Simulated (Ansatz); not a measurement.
MgO (rock salt), relaxed with HSE06 (Ansatz, a quantum-chemistry and plane-wave program, plane waves, PAW): a = 4.2021 Å, b = 4.2021 Å, c = 4.2021 Å, α = 90.00°, β = 90.00°, γ = 90.00°.

gap (eV): 6.56
B₀ by P(V) fit (GPa): 167

The same phase is relaxed and computed with r²SCAN in the same code. What are the cell and these values now?

a = 4.208 Å, b = 4.208 Å, c = 4.208 Å, α = 90.00°, β = 90.00°, γ = 90.00°.

- gap (eV) = 5.68
- B₀ by P(V) fit (GPa) = 166

All cells were relaxed under the symmetry of their starts (and spin orders); stability against distortions was not tested throughout.

Potentials: the earlier of the program's two PAW sets.

Ansatz is a plane-wave DFT program.
